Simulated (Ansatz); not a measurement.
SrTiHO$_{2}$:
```
CELL_PARAMETERS angstrom
      3.97649     0.00000     0.00000
      0.00000     3.97649     0.00000
      0.00000     0.00000     3.73946
ATOMIC_POSITIONS crystal
  Sr 0.00000 0.00000 0.00000
  Ti 0.50000 0.50000 0.50000
  O  0.50000 0.00000 0.50000
  O  0.00000 0.50000 0.50000
  H  0.50000 0.50000 0.00000
```
Starting moments (μB, in the order of the atoms Sr Ti O O H): 0.0 1.0 0.0 0.0 0.0.

Relaxed with r²SCAN. Special points in fractions of this cell's reciprocal vectors: Γ (0.000, 0.000, 0.000); X (0.000, 0.500, 0.000); M (0.500, 0.500, 0.000); Z (0.000, 0.000, 0.500); R (0.000, 0.500, 0.500); A (0.500, 0.500, 0.500).

Task: List the band energies nearest the Fermi level at these points for plane-wave PAW r²SCAN (Ansatz code).

Result: In eV from the Fermi level; about four levels below and three above (degenerate sets whole), none deeper than 8.9 eV; points with the same levels are listed once.

```
k                            below           above
---  -----------------------------  --------------
Γ ↑  -3.90 -3.90 -0.59 -0.59 -0.31  2.23 2.46 2.83
X ↑        -5.39 -5.29 -5.11 -0.43  1.13 1.37 1.53
M ↑        -6.31 -5.92 -5.92 -3.52  1.14 1.14 2.03
Z ↑        -3.01 -1.07 -1.07 -0.02  0.73 2.25 5.05
R ↑        -4.91 -4.76 -3.51 -1.56  0.67 0.78 1.56
A ↑        -5.84 -5.84 -5.63 -3.38  0.88 0.88 0.97
Γ ↓        -5.02 -4.50 -3.93 -3.93  0.26 0.95 0.95
X ↓        -5.35 -5.30 -5.26 -5.08  1.21 1.48 2.08
M ↓        -6.26 -5.76 -5.76 -3.57  2.59 2.64 2.64
Z ↓        -5.48 -4.04 -4.04 -3.02  0.39 0.39 0.58
R ↓        -4.89 -4.80 -3.50 -0.33  0.99 2.03 2.12
A ↓        -5.66 -5.66 -5.44 -3.43  1.32 2.23 2.23
```

Space group P4/mmm. The start of the workflow was typed in or built on a structure type; neither database checked (COD, Materials Project) lists it. Its standing as an ambient phase is unchecked. The cell was relaxed with r²SCAN under the symmetry of its start; its stability against distortions is not shown here. Magnetic state: ferromagnetic, the only order run, not a proven ground state. The cell computed holds one magnetic atom, so no antiferromagnetic order was within reach. Other orbital occupations within this spin state were not tried. No Hubbard U is applied. The compound may be a true metal, but semilocal functionals without U, or a wrong spin order, can also close a gap. Scalar-relativistic: spin–orbit coupling is off unless named, which matters more the heavier the elements.

Potentials: the earlier of the program's two PAW sets.
